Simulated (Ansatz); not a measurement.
Input:

C:
```
C
1.0
    3.56133     0.00000     0.00000
   -1.78067     3.08421     0.00000
    0.00000     0.00000     3.36395
C
6
Cartesian
  0.00000   1.43387   0.84099
  0.53890   2.36727   1.96231
 -0.53890   2.36727   3.08363
  1.78067   1.65033   2.52297
  1.24177   0.71694   0.28033
  2.31956   0.71694   1.40165
```

This is the r²SCAN-relaxed structure. Cartesian axes are those of the cell as given.

All from DFT-r²SCAN in the program Ansatz with PAW potentials, unless another level is named. Estimate the Poisson's ratio.

0.10.

What about the elastic constants (relaxed ions, GPa)?

C11 = 955, C12 = 177, C13 = 119, C33 = 902, C44 = 520.

Space group P6_122. The start of the workflow was typed in or built on a structure type; neither database checked (COD, Materials Project) lists it. It is not the phase usual at ambient conditions (space group No. 194, 227). The r²SCAN relaxation kept the symmetry of its start; its stability against distortions is not shown here.

Potentials: the later of the program's two PAW sets.
